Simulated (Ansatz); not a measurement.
The elements of this relaxed trial sheet are hidden behind letters. Only a and b repeat, and vacuum parts the sheet from its images along c.

```
lattice vectors (Å)
   3.7207    0.0000    0.0000
  -1.8603    3.2222    0.0000
   0.0000    0.0000   27.8287
fractional positions
X 0.0000 0.0000 0.3003
Z 0.3333 0.6667 0.2732
Q 0.6667 0.3333 0.3447
```

All numbers below come from DFT PBE, scalar-relativistic, plane waves, PAW (Ansatz). The final run on the 3-atom cell used 420 eV, a Γ-centred 12×12×1 mesh, 0.10 eV smearing and no spin polarisation.

| Quantity | Value |
| --- | --- |
| Layer group | p3m1 (No. 69) |
| In-plane cell | a = 3.721 Å, b = 3.721 Å, γ = 120.0° |
| Area per atom | 4.00 Å² |
| Thickness between the outermost nuclei | 1.99 Å |
| Energy over the elements | −1.28 eV/atom |
| Gap on the 12×12×1 mesh of the 3-atom cell | 0 eV (a metal) |

Energies are uncorrected and count from the elements' standard states at the same level.

Problem. X is a p-block element of period 6, Z is a p-block element of period 2 and Q is a p-block element of period 2. Which elements are they?

Solution. X = Pb, Z = O, Q = F, so the formula is PbOF. Pb at height 0.75 Å has 3 O at 2.28 Å and 3 F at 2.48 Å; O at height 0.00 Å has 3 Pb at 2.28 Å; F at height 1.99 Å has 3 Pb at 2.48 Å. Other elements may fit the hints; this set was computed.

These runs have no spin–orbit coupling, which can matter for Pb. An odd number of electrons in the primitive cell allows no gap without spin; a larger cell or a magnetic state could open one. The cell is a metal run without spin; a magnetic state may lie lower. A structure relaxed within its symmetry needn't be a true minimum.
